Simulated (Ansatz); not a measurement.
A generator proposed this cell of ZrNb2C3.

```
Zr Nb C
1.0
     5.62552    0.00000    0.00000
    -2.81276    4.87184    0.00000
     0.00000    0.00000    3.08814
Zr Nb C
1 2 3
Direct
  0.00000 0.00000 0.00000
  0.33333 0.66667 0.00000
  0.66667 0.33333 0.00000
  0.50000 0.00000 0.50000
  0.50000 0.50000 0.50000
  0.00000 0.50000 0.50000
```

The calculation used Ansatz, DFT PBE, scalar-relativistic, plane waves, PAW. Cutoff 420 eV; k points 6×6×6 on the computed 6-atom cell (Γ-centred); Gaussian smearing, width 0.10 eV; no spin polarisation.

Energies over the elements count from the elements' standard structures at the same level, with no fitted energy shifts.

**Question.** What does a single point on this coarse mesh give?

**Answer.** The pressure is -14.4 GPa (the mean over three directions, positive in compression), the largest force is 0.00 eV/Å (symmetry fixes the atoms), and the energy is +0.32 eV/atom against the elements. The shortest distance is 2.24 Å.

**Question.** Is it a good guess?

**Answer.** A good one: relaxing gains under 0.1 eV/atom (the start's value is from the coarse mesh, so the gain is rough) in 9 ionic steps and ends at +0.26 eV/atom on the finer mesh. The symmetry stays P6/mmm (No. 191). The volume per atom shrinks by 7.1 %, from 14.1 to 13.1 Å³. The shortest distance goes from 2.24 Å (Nb–C) to 2.18 Å (Nb–C). Conventional cell: a = 5.528 Å, c = 2.969 Å. Around Zr lie 2 Zr at 2.97 Å, 12 C at 3.14 Å and 6 Nb at 3.19 Å; around Nb lie 6 C at 2.18 Å, 2 Nb at 2.97 Å, 3 Nb at 3.19 Å and 3 Zr at 3.19 Å; C is surrounded by 4 Nb at 2.18 Å, 4 C at 2.76 Å, 2 C at 2.97 Å and 4 Zr at 3.14 Å.

The last run used a 12×12×12 mesh for its 6-atom cell and Gaussian smearing of 0.10 eV. The reference form of C is held partly by dispersion forces, which this level lacks. The relaxation can't lower the symmetry of the start, and the grade says only how near the guess is to its own end. A structure relaxed within its symmetry needn't be a true minimum. Another cell of ZrNb2C3 relaxed alike, in P-3m1, lies 0.92 eV/atom lower, so this cell isn't the stable form at this level.
